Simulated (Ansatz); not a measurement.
## Bi: strain and displacement

```xyz
2
Lattice="3.3363 -3.0554 0.0000 3.3363 3.0554 0.0000 -1.1510 0.0000 3.0929" Properties=species:S:1:pos:R:3 pbc="T T T"
Bi    1.5087    0.0000    0.4608
Bi    4.0129    0.0000    2.6321
```

Atom numbers follow the list: Bi1, Bi2.

Structure: COD 8100521, as refined from experiment and not relaxed.

No spin–orbit coupling, which matters for the heavy atoms here.

All numbers below come from DFT, PBEsol, PAW with Ansatz's default frozen-core files, scalar-relativistic in Ansatz 0.2.0.

The runs use a Γ-centred 8×8×11 k mesh, Fermi–Dirac smearing of 0.05 eV, cutoff 420 eV, no spin polarisation; the PAW files were made with PBE, and the program remakes their frozen cores for this functional.

The unchanged cell is at 1.20 GPa.

In a metal, stresses and small energies carry noise from the k mesh.

x, y and z are the Cartesian axes of the cell as listed; fractional coordinates follow a strain, and an engineering shear is twice the off-diagonal strain component.

Question: With this change (equal xy, yz and zx engineering shear strains of -2 %), what becomes of the energy and stress and forces?

Answer: Energy change +0.9 meV/atom; stress change (xx, yy, zz, yz, xz, xy) 0.55, -0.01, -0.45, 0.12, 0.50, 0.05 GPa, compression positive; change of the force on Bi1 (0.025, 0.023, 0.003) eV/Å.

Question: With this change (equal xy, yz and zx engineering shear strains of +1 %), what becomes of the energy and stress and forces?

Answer: Energy change +0.8 meV/atom; stress change (xx, yy, zz, yz, xz, xy) -0.22, 0.01, 0.20, -0.08, -0.31, -0.04 GPa, compression positive; change of the force on Bi2 (0.010, 0.013, -0.002) eV/Å.

With equal xy, yz and zx engineering shear strains of +3 %: energy change +4.8 meV/atom; stress change (xx, yy, zz, yz, xz, xy) -0.66, 0.06, 0.66, -0.20, -0.92, -0.14 GPa, compression positive; change of the force on Bi2 (0.032, 0.039, -0.004) eV/Å.

With equal xy, yz and zx engineering shear strains of -3 %: energy change +2.3 meV/atom; stress change (xx, yy, zz, yz, xz, xy) 0.87, -0.02, -0.69, 0.18, 0.74, 0.08 GPa, compression positive; change of the force on Bi1 (0.042, 0.036, 0.004) eV/Å.

Question: With this change (equal xy, yz and zx engineering shear strains of -1 %), what becomes of the energy and stress and forces?

Answer: Energy change +0.1 meV/atom; stress change (xx, yy, zz, yz, xz, xy) 0.26, -0.01, -0.21, 0.07, 0.27, 0.03 GPa, compression positive; change of the force on Bi1 (0.011, 0.013, 0.001) eV/Å.

Question: With this change (equal xy, yz and zx engineering shear strains of +2 %), what becomes of the energy and stress and forces?

Answer: Energy change +2.4 meV/atom; stress change (xx, yy, zz, yz, xz, xy) -0.43, 0.02, 0.42, -0.14, -0.61, -0.08 GPa, compression positive; change of the force on Bi1 (-0.021, -0.026, 0.004) eV/Å.
